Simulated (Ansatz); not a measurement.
Suppose SnSe5 takes space group P6/mmm (No. 191), with Sn on 1a; Se on 4h and 1b.

All numbers below come from DFT PBE, scalar-relativistic, plane waves, PAW in Ansatz. Cutoff 420 eV, Γ-centred mesh, Gaussian smearing, no spin polarisation.

The zero of energy is the elements' standard structures at the same level; no fitted shifts are applied. The references include grey tin.

Problem. Which cell and coordinates does it relax to?

Solution.

Space group P6/mmm (No. 191). a = 5.604 Å, b = 5.604 Å, c = 5.746 Å, α = 90.00°, β = 90.00°, γ = 120.00°
```json
{"atom": "Sn", "site": "1a", "symmetry": "6/mmm", "x": "0.0000", "y": "0.0000", "z": "0.0000"}
{"atom": "Se", "site": "4h", "symmetry": "3m.", "x": "0.3333", "y": "0.6667", "z": "0.1967"}
{"atom": "Se", "site": "1b", "symmetry": "6/mmm", "x": "0.0000", "y": "0.0000", "z": "0.5000"}
```

Sn is surrounded by 2 Se at 2.87 Å and 12 Se at 3.43 Å; Se on a site of symmetry 3m has 1 Se at 2.26 Å, 3 Se at 3.24 Å, 3 Sn at 3.43 Å, 1 Se at 3.49 Å and 3 Se at 3.68 Å; Se on a site of symmetry 6/mmm has 2 Sn at 2.87 Å and 12 Se at 3.68 Å. Another local minimum with the same sites may exist.

Problem. And its energy and gap?

Solution. The formation energy is +0.20 eV/atom and the gap on the 12×12×8 mesh of the 6-atom cell is 0 eV (a metal). It can't be a ground state, since the elements alone are lower.

The last run used Gaussian smearing of 0.10 eV. The reference form of Se is held partly by dispersion forces, which this level lacks. A structure relaxed within its symmetry needn't be a true minimum. Another cell of SnSe5 relaxed alike, in P-6m2, lies 40 meV/atom lower, so this cell isn't the stable form at this level.
